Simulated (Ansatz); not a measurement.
## Trial structures of B2N3O: starts and ends

Method: DFT PBE, scalar-relativistic, plane waves, PAW in Ansatz 0.2.0. All cells share a 420 eV cutoff and Γ-centred k meshes spaced at most about 0.3 Å⁻¹ (about 0.25 or finer for metals, 2π included). Collinear spin in cells that started with moments and kept them past the coarse steps, no spin elsewhere.

Each guess was relaxed in cell and atoms at zero pressure, within the symmetry of its start. Temperature and zero-point effects are left out. Coordination counts B or N atoms around O (for each partner element, those within 1.25 times its shortest distance or 1.15 times the sum of covalent radii, where it is the nearest in units of that sum or under 1.3; the shortest distance is added where it is long for a bond).

| guess | made from | start group | V start (Å³/atom) | end group | V end (Å³/atom) | coordination at the end | gap on mesh (eV) | largest moment (μB) | E over the lowest end (meV/atom) |
| --- | --- | --- | --- | --- | --- | --- | --- | --- | --- |
| 1 | random cell | P-4m2 | 9.4 | P-4m2 | 12.1 | O 4 from 1.9 Å | 0 | 0.0 | 589 |
| 2 | Nd2Al3Ga type | R-3m | 9.8 | R-3m | 11.4 | O 2 | 0 | - | 0 |
| 3 | random cell | P4/mmm | 9.8 | ? | ? | ? | ? | ? | ? |
| 4 | random cell | P-3m1 | 11.2 | P6/mmm | 11.7 | O 2 | 0 | 0.0 | 1146 |

Guess 3 as it starts:

```
CELL_PARAMETERS angstrom
4.06783 0.00000 0.00000
0.00000 4.06783 0.00000
0.00000 0.00000 3.57147
ATOMIC_POSITIONS crystal
B 0.50000 0.00000 0.50000
B 0.00000 0.50000 0.50000
N 0.50000 0.00000 0.00000
N 0.00000 0.50000 0.00000
N 0.50000 0.50000 0.00000
O 0.00000 0.00000 0.50000
```

Problem. Predict the end of this guess and its energy over the lowest end.

Solution. It ends in space group P4/mmm (No. 123), with a = 4.374 Å, c = 2.709 Å, 8.6 Å³/atom and no gap, with moments up to 1.0 μB. It lies 0.99 eV/atom over the lowest end, above guess 1 and below guess 4. Counting B or N atoms around O, this end has O 4 from 2.2 Å and the lowest (guess 2) has O 2.

```
B N O
1.0
     4.37439    0.00000    0.00000
     0.00000    4.37439    0.00000
     0.00000    0.00000    2.70920
B N O
2 3 1
Direct
  0.50000 0.00000 0.50000
  0.00000 0.50000 0.50000
  0.50000 0.00000 0.00000
  0.00000 0.50000 0.00000
  0.50000 0.50000 0.00000
  0.00000 0.00000 0.50000
```

Energies over the elements count from the elements' standard structures at the same level (N₂, O₂ as molecules), with no fitted energy shifts.

Problem. Is the lowest end bound against the elements?

Solution. No: its formation energy is +0.14 eV/atom. A positive value: parting into the elements would lower its energy.

Weakly bound directions are ill-defined at this level, which has no dispersion term (P-4m2, P4/mmm, P6/mmm), and this can change margins and order among such cells. In R-3m an odd number of electrons in the primitive cell allows no gap without spin; a larger cell or a magnetic state could open one. The magnetic state reached may not be the lowest. Cells relaxed within their symmetry can be saddle points. A lower structure may well exist outside this small set. Some candidate types were left out of the draw beforehand, so a known form may be missing.
